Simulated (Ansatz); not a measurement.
**CdS: sound and stiffness along [100], [110] and [111]**

Theory: DFT LDA, scalar-relativistic, plane waves, PAW (Ansatz 0.2.0). Plane waves to 420 eV; Γ-centred k mesh 8×8×8; fixed occupations. No spin polarisation.

The cell, relaxed at this level:
```
Cd S
1.0
     0.00000    2.87825    2.87825
     2.87825    0.00000    2.87825
     2.87825    2.87825    0.00000
Cd S
1 1
Direct
  0.00000 0.00000 0.00000
  0.25000 0.25000 0.25000
```

With ions relaxed, on the cubic axes: C11 = 81.7, C12 = 61.3, C44 = 27.8 GPa. The density is 5.031 g/cm³.

Question: Is the crystal stable against strain, and how anisotropic is it?

Answer: Born's conditions hold: C11 + 2C12 = 204.3, C11 − C12 = 20.5 and C44 = 27.8 GPa are all positive. B = (C11 + 2C12)/3 = 68.1 GPa. The two shear moduli are C44 and C′ = (C11 − C12)/2 = 10.2 GPa, so Zener's ratio is A = C44/C′ = 2.71: the tetragonal shear C′ is the soft one, as in many fcc and bcc metals and zincblende crystals. The Cauchy pressure C12 − C44 is 33.5 GPa; it would vanish for pair forces between atoms on inversion centres at zero pressure, and a positive value is usual with metallic or many-body binding, and where atoms off inversion centres relax under shear, which lowers C44.

Question: Give the sound speeds along the three symmetry directions.

Answer: The Christoffel equation gives ρv² for each branch:
```
direction branch                    ρv²    GPa v (m/s)
    [100]              L                    C11   81.7     4031
    [100]         T (×2) C44   27.8     2349
    [110]              L   (C11 + C12 + 2C44)/2   99.3     4442
    [110]   T, u ∥ [001]                    C44   27.8     2349
    [110]  T, u ∥ [1-10]          (C11 − C12)/2   10.2     1427
    [111]              L  (C11 + 2C12 + 4C44)/3  105.1     4571
    [111]         T (×2) (C11 − C12 + C44)/3   16.1     1788
```

In a piezoelectric crystal some branches stiffen further, which is left out.

Question: How does Young's modulus depend on direction?

Answer: Inverting gives S11 = 34.184, S12 = -14.644, S44 = 36.023 TPa⁻¹. Along a unit vector (l, m, n), 1/E = S11 − 2(S11 − S12 − S44/2)(l²m² + m²n² + n²l²), where the last bracket is 0, 1/4 and 1/3 for [100], [110] and [111]: E = 29, 53 and 73 GPa. With A > 1 the body diagonal is stiffest. For a film on (001), the biaxial modulus is C11 + C12 − 2C12²/C11 = 51 GPa and the normal strain is −2C12/C11 = -1.50 times the in-plane one.

This zinc-blende form isn't the usual stable structure of the compound.

Cost: 2 runs of about 3.9 core-minutes in all, on Intel Xeon 6975P-C (Granite Rapids) (shared hosts).